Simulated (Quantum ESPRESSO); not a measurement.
GeB2N2O2, one run as intended and one with a planted mistake

Computed values, not a measurement. The program is pw.x of Quantum ESPRESSO 7.5 (plane-wave density functional theory). The cell is made up: 7 atoms on a wurtzite lattice with one site empty, with randomly drawn elements, strain and displacements, not relaxed. PseudoDojo standard norm-conserving files (v0.5 for PBE, v0.4.1 for LDA and PBEsol) set the functional; there is no spin polarisation, spin-orbit coupling or dispersion term, and the masses in the input are unused placeholders.

Intended input:

```
&control calculation='scf', pseudo_dir='./dojo.nc.sr.pbe.v0_5.standard.upf', outdir='./o', disk_io='medium', tprnfor=.true., tstress=.true. /
&system ibrav=0, nat=7, ntyp=4, nbnd=27, ecutwfc=84.00895049, nosym=.true., tot_charge=0,
 occupations='smearing', smearing='fd', degauss=0.0018374661
/
&electrons conv_thr=7.350e-09, electron_maxstep=60, /
ATOMIC_SPECIES
B 1.0 B.upf
Ge 1.0 Ge.upf
N 1.0 N.upf
O 1.0 O.upf
CELL_PARAMETERS angstrom
2.7179 -0.0155 -0.0252
-0.0269 4.6435 0.0717
-0.0411 0.0676 4.5003
ATOMIC_POSITIONS angstrom
Ge 1.3671 2.2939 0.0092
B 1.3808 0.7308 2.2236
B -0.0514 3.1502 2.3006
N -0.0626 0.038 1.701
N 1.239 2.2725 1.6893
O 1.3745 0.7805 3.8757
O -0.0905 3.1729 4.0475
K_POINTS automatic
6 4 4 1 1 1
```

The log is shortened where brackets say so; the opening notice, blank lines, dates and the lines on written files are dropped, and the path of the files is cut. It prints rydbergs, bohrs and kilobars, and counts compression as positive stress. Where no state is partly filled, the Fermi energy that it prints is only some level between the filled and the empty states on the mesh, and need not lie in the true gap.

Log of the intended run:

```
     Program PWSCF v.7.5
     Parallel version (MPI & OpenMP), running on       1 processor cores
     Number of MPI processes:                 1
     Threads/MPI process:                     1
     [start-up lines left out]
     bravais-lattice index     =            0
     lattice parameter (alat)  =       5.1364  a.u.
     unit-cell volume          =     383.1473 (a.u.)^3
     number of atoms/cell      =            7
     number of atomic types    =            4
     number of electrons       =        42.00
     number of Kohn-Sham states=           27
     kinetic-energy cutoff     =      84.0090  Ry
     charge density cutoff     =     336.0358  Ry
     scf convergence threshold =      7.3E-09
     mixing beta               =       0.7000
     number of iterations used =            8  plain     mixing
     Exchange-correlation= PBE
                           (   1   4   3   4   0   0   0)
     [axes and pseudopotential details left out]
   Cartesian axes
     site n.     atom                  positions (alat units)
         1        Ge     tau(   1) = (   0.5029688   0.8439472   0.0033848  )
         2        B      tau(   2) = (   0.5080092   0.2688681   0.8180832  )
         3        B      tau(   3) = (  -0.0189105   1.1589880   0.8464122  )
         4        N      tau(   4) = (  -0.0230311   0.0139806   0.6258138  )
         5        N      tau(   5) = (   0.4558397   0.8360739   0.6215092  )
         6        O      tau(   6) = (   0.5056914   0.2871532   1.4259062  )
         7        O      tau(   7) = (  -0.0332958   1.1673395   1.4891130  )
     number of k points=    48  Fermi-Dirac smearing, width (Ry)=  0.0018
                       cart. coord. in units 2pi/alat
        k(    1) = (   0.0844488   0.0724968   0.0751789), wk =   0.0416667
        k(    2) = (   0.0858359   0.0701726   0.2262198), wk =   0.0416667
     [further k points left out]
     Dense  grid:    39843 G-vectors     FFT dimensions: (  30,  54,  50)
     Estimated max dynamical RAM per process >      47.87 MB
     Initial potential from superposition of free atoms
     starting charge      41.9987, renormalised to      42.0000
     Starting wfcs are   33 randomized atomic wfcs
     total cpu time spent up to now is        4.7 secs
     per-process dynamical memory:    37.4 Mb
     Self-consistent Calculation
     iteration #  1     ecut=    84.01 Ry     beta= 0.70
     Davidson diagonalization with overlap
     ethr =  1.00E-02,  avg # of iterations =  3.0
     total cpu time spent up to now is       10.0 secs
     total energy              =    -297.43421315 Ry
     estimated scf accuracy    <       1.35012859 Ry
     iteration #  2     ecut=    84.01 Ry     beta= 0.70
     Davidson diagonalization with overlap
     ethr =  3.21E-03,  avg # of iterations =  3.6
     total cpu time spent up to now is       16.9 secs
     total energy              =    -297.62851289 Ry
     estimated scf accuracy    <       1.57280793 Ry
     [iterations 3 to 10 left out]
     iteration # 11     ecut=    84.01 Ry     beta= 0.70
     Davidson diagonalization with overlap
     ethr =  2.67E-10,  avg # of iterations =  2.1
     total cpu time spent up to now is       65.0 secs
     total energy              =    -297.99627704 Ry
     estimated scf accuracy    <          9.7E-09 Ry
     iteration # 12     ecut=    84.01 Ry     beta= 0.70
     Davidson diagonalization with overlap
     ethr =  2.32E-11,  avg # of iterations =  3.7
     total cpu time spent up to now is       72.7 secs
     End of self-consistent calculation
     [lines on levels left out]
     the Fermi energy is    13.1776 ev
!    total energy              =    -297.99627704 Ry
     estimated scf accuracy    <          4.5E-09 Ry
     smearing contrib. (-TS)   =      -0.00000000 Ry
     internal energy E=F+TS    =    -297.99627704 Ry
     The total energy is F=E-TS. E is the sum of the following terms:
     one-electron contribution =    -113.31422783 Ry
     hartree contribution      =      87.18787633 Ry
     xc contribution           =     -77.89259392 Ry
     ewald contribution        =    -193.97733163 Ry
     convergence has been achieved in  12 iterations
     Forces acting on atoms (cartesian axes, Ry/au):
     atom    1 type  2   force =    -0.11174289   -0.21503704   -0.01704444
     atom    2 type  1   force =    -0.05041275   -0.05974385    0.02575506
     atom    3 type  1   force =    -0.02069444    0.11073690   -0.12547068
     atom    4 type  3   force =     0.03800750   -0.08716027    0.14875538
     atom    5 type  3   force =     0.02513600    0.05956087    0.32699809
     atom    6 type  4   force =    -0.00487254    0.01116298   -0.12682638
     atom    7 type  4   force =     0.12457912    0.18048042   -0.23216704
     Total force =     0.595593     Total SCF correction =     0.000166
     Computing stress (Cartesian axis) and pressure
          total   stress  (Ry/bohr**3)                   (kbar)     P=      170.93
   0.00210253   0.00066561  -0.00036180          309.29       97.91      -53.22
   0.00066561  -0.00039447  -0.00086944           97.91      -58.03     -127.90
  -0.00036180  -0.00086944   0.00177779          -53.22     -127.90      261.52
     init_run     :      2.75s CPU      4.59s WALL (       1 calls)
     electrons    :     51.80s CPU     68.05s WALL (       1 calls)
     forces       :      0.80s CPU      0.82s WALL (       1 calls)
     stress       :      2.74s CPU      2.76s WALL (       1 calls)
     [timing details left out]
     PWSCF        :     58.20s CPU   1m16.38s WALL
     JOB DONE.
```

A second run has one planted mistake: the self-consistency threshold is too loose. The input lines that differ, file-writing options aside:

```
- &electrons conv_thr=7.350e-09, electron_maxstep=60, /
+ &electrons conv_thr=2.940e-03, electron_maxstep=60, /
```

Its log:

```
     Program PWSCF v.7.5
     Parallel version (MPI & OpenMP), running on       1 processor cores
     Number of MPI processes:                 1
     Threads/MPI process:                     1
     [start-up lines left out]
     bravais-lattice index     =            0
     lattice parameter (alat)  =       5.1364  a.u.
     unit-cell volume          =     383.1473 (a.u.)^3
     number of atoms/cell      =            7
     number of atomic types    =            4
     number of electrons       =        42.00
     number of Kohn-Sham states=           27
     kinetic-energy cutoff     =      84.0090  Ry
     charge density cutoff     =     336.0358  Ry
     scf convergence threshold =      2.9E-03
     mixing beta               =       0.7000
     number of iterations used =            8  plain     mixing
     Exchange-correlation= PBE
                           (   1   4   3   4   0   0   0)
     [axes and pseudopotential details left out]
   Cartesian axes
     site n.     atom                  positions (alat units)
         1        Ge     tau(   1) = (   0.5029688   0.8439472   0.0033848  )
         2        B      tau(   2) = (   0.5080092   0.2688681   0.8180832  )
         3        B      tau(   3) = (  -0.0189105   1.1589880   0.8464122  )
         4        N      tau(   4) = (  -0.0230311   0.0139806   0.6258138  )
         5        N      tau(   5) = (   0.4558397   0.8360739   0.6215092  )
         6        O      tau(   6) = (   0.5056914   0.2871532   1.4259062  )
         7        O      tau(   7) = (  -0.0332958   1.1673395   1.4891130  )
     number of k points=    48  Fermi-Dirac smearing, width (Ry)=  0.0018
                       cart. coord. in units 2pi/alat
        k(    1) = (   0.0844488   0.0724968   0.0751789), wk =   0.0416667
        k(    2) = (   0.0858359   0.0701726   0.2262198), wk =   0.0416667
     [further k points left out]
     Dense  grid:    39843 G-vectors     FFT dimensions: (  30,  54,  50)
     Estimated max dynamical RAM per process >      47.87 MB
     Initial potential from superposition of free atoms
     starting charge      41.9987, renormalised to      42.0000
     Starting wfcs are   33 randomized atomic wfcs
     total cpu time spent up to now is        4.5 secs
     per-process dynamical memory:    30.8 Mb
     Self-consistent Calculation
     iteration #  1     ecut=    84.01 Ry     beta= 0.70
     Davidson diagonalization with overlap
     ethr =  1.00E-02,  avg # of iterations =  3.0
     total cpu time spent up to now is       12.4 secs
     total energy              =    -297.43421315 Ry
     estimated scf accuracy    <       1.35012859 Ry
     iteration #  2     ecut=    84.01 Ry     beta= 0.70
     Davidson diagonalization with overlap
     ethr =  3.21E-03,  avg # of iterations =  3.6
     total cpu time spent up to now is       21.4 secs
     total energy              =    -297.62851289 Ry
     estimated scf accuracy    <       1.57280793 Ry
     iteration #  3     ecut=    84.01 Ry     beta= 0.70
     Davidson diagonalization with overlap
     ethr =  3.21E-03,  avg # of iterations =  2.0
     total cpu time spent up to now is       28.5 secs
     total energy              =    -297.97355437 Ry
     estimated scf accuracy    <       0.10833256 Ry
     iteration #  4     ecut=    84.01 Ry     beta= 0.70
     Davidson diagonalization with overlap
     ethr =  2.58E-04,  avg # of iterations =  3.9
     total cpu time spent up to now is       36.7 secs
     total energy              =    -297.99415806 Ry
     estimated scf accuracy    <       0.00965600 Ry
     iteration #  5     ecut=    84.01 Ry     beta= 0.70
     Davidson diagonalization with overlap
     ethr =  2.30E-05,  avg # of iterations =  6.1
     total cpu time spent up to now is       44.8 secs
     End of self-consistent calculation
     [lines on levels left out]
     the Fermi energy is    12.0614 ev
!    total energy              =    -297.99481956 Ry
     estimated scf accuracy    <       0.00261728 Ry
     smearing contrib. (-TS)   =       0.00000000 Ry
     internal energy E=F+TS    =    -297.99481956 Ry
     The total energy is F=E-TS. E is the sum of the following terms:
     one-electron contribution =    -113.28220157 Ry
     hartree contribution      =      87.17773250 Ry
     xc contribution           =     -77.91301886 Ry
     ewald contribution        =    -193.97733163 Ry
     convergence has been achieved in   5 iterations
     Forces acting on atoms (cartesian axes, Ry/au):
     atom    1 type  2   force =    -0.11264230   -0.20591564   -0.01419165
     atom    2 type  1   force =    -0.05043796   -0.06222311    0.02467813
     atom    3 type  1   force =    -0.01995193    0.10858479   -0.12289521
     atom    4 type  3   force =     0.03811861   -0.08889487    0.14840882
     atom    5 type  3   force =     0.02446249    0.05593131    0.32543497
     atom    6 type  4   force =    -0.00526230    0.01145944   -0.12690674
     atom    7 type  4   force =     0.12571339    0.18105810   -0.23452832
     Total force =     0.592011     Total SCF correction =     0.166503
     SCF correction compared to forces is large: reduce conv_thr to get better values
     Computing stress (Cartesian axis) and pressure
          total   stress  (Ry/bohr**3)                   (kbar)     P=      185.24
   0.00237086   0.00068612  -0.00035875          348.77      100.93      -52.77
   0.00068612  -0.00035988  -0.00093152          100.93      -52.94     -137.03
  -0.00035875  -0.00093152   0.00176683          -52.77     -137.03      259.91
     init_run     :      3.12s CPU      4.48s WALL (       1 calls)
     electrons    :     37.07s CPU     40.22s WALL (       1 calls)
     forces       :      1.11s CPU      1.13s WALL (       1 calls)
     stress       :      4.35s CPU      4.38s WALL (       1 calls)
     [timing details left out]
     PWSCF        :     45.74s CPU     50.37s WALL
     JOB DONE.
```

|  | intended run | run with the mistake |
| --- | --- | --- |
| free energy (eV) | -4054.446 | -4054.426 |
| smearing term -TS (eV) | 0.0000 | 0.0000 |
| pressure (GPa) | 17.09 | 18.52 |
| largest force component (eV/Å) | 8.407 | 8.367 |
| largest change of a force component (eV/Å) |  | 0.235 |
| iterations | 12 | 5 |

For scale, a rerun of the intended cell at 1437 eV and a 8 x 6 x 6 mesh moved values by no more than 0.002 eV in energy, 0.05 GPa in stress and 0.005 eV/Å in force.